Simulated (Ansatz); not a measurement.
# B₂Ru: do energies and stresses tell the same story?

Method: DFT r2SCAN, scalar-relativistic, plane waves, PAW in Ansatz.

Plane waves to 500 eV, a k mesh through Γ of 12×8×10 on the computed 6-atom cell and Gaussian smearing (0.10 eV); no spin polarisation.

Relaxed cell: Pmmn, a = 2.870 Å, b = 4.640 Å, c = 4.038 Å, α = 90.00°, β = 90.00°, γ = 90.00°, 6 atoms in the primitive cell. Whether it is the stable form of this composition wasn't checked.

Energies at zero smearing and pressures from the stress tensor, at volumes with shape and atoms relaxed:
```csv
V (Å³/atom),E − E(first) (meV/atom),P (GPa)
7.888,0.00,48.93
8.157,-68.99,33.68
8.426,-114.31,20.65
8.695,-139.41,9.52
8.964,-147.20,0.00
9.233,-140.22,-8.13
9.502,-120.62,-15.06
9.860,-78.08,-22.70
```

Problem. Check P = −dE/dV between neighbouring volumes, and get the bulk modulus from the pressures alone.

Solution. With 1 eV/Å³ = 160.2 GPa:
```csv
middle V (Å³/atom),−ΔE/ΔV (GPa),mean P (GPa)
8.023,41.106,41.304
8.292,27.002,27.165
8.560,14.949,15.087
8.829,4.645,4.759
9.098,-4.163,-4.068
9.367,-11.677,-11.596
9.681,-19.007,-18.879
```

The two differ by 0.20 GPa at most. The mean of two end pressures misses the average over a step by about ΔV² P″/12, up to 0.20 GPa here; with that taken off 0.02 GPa remains. Around V = 8.964 Å³/atom, the two neighbours give B = −V ΔP/ΔV = 8.964 × 17.65 / 0.538 = 294.2 GPa, against B0 = 292.2 GPa from the Birch–Murnaghan fit of the energies.